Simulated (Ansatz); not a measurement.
MgAu, DFT, LDA, all-electron PAW with datasets made for the crystal, scalar-relativistic (Ansatz 0.2.0), run on 1 thread of Arm Neoverse V2 on a shared host.

The geometry is COD entry 9008804, unchecked; take it as a test cell. The listed cell was then made from it by scaling, straining or moving an atom.

Command: `ansatz run input.yaml --threads 1 --pin off --max-ram 3072MiB --backend cpu --events-out ev --progress --plain --runs-dir out`

```yaml
crystal:
  lattice:
    - [3.32418, 0.0, 0.0]
    - [0.0, 3.32418, 0.0]
    - [0.0, 0.0, 3.259]
  atoms:
    - { symbol: Mg, position: [0.5, 0.5, 0.5] }
    - { symbol: Au, position: [0.0, 0.0, 0.0] }
kpoints:
  mp_grid: { grid: [13, 13, 13] }
scf:
  occupations: { method: fermi_dirac, width: 0.05 }
hamiltonian:
  xc: lda
  pseudopotentials: { kind: all_electron, datasets: crystal }
output:
  forces: true
  stress: true
  eigenvalues: true
  efg: { contact_densities: true }
```

Question: How large is the problem that the program sets up?

Answer: 196 irreducible k-points, 349 plane waves at Γ, 11 bands.

Question: Estimate the wall time and the peak memory.

Answer: 12 s of wall time for 10 SCF iterations, with a peak of 0.57 GiB. Times on shared machines scatter by tens of per cent.

Question: And the same cell and mesh by PAW (frozen-core files), asked for forces, stress, eigenvalues, efg, on the same hardware?

Answer: 5.8 s, peak memory 0.42 GiB.
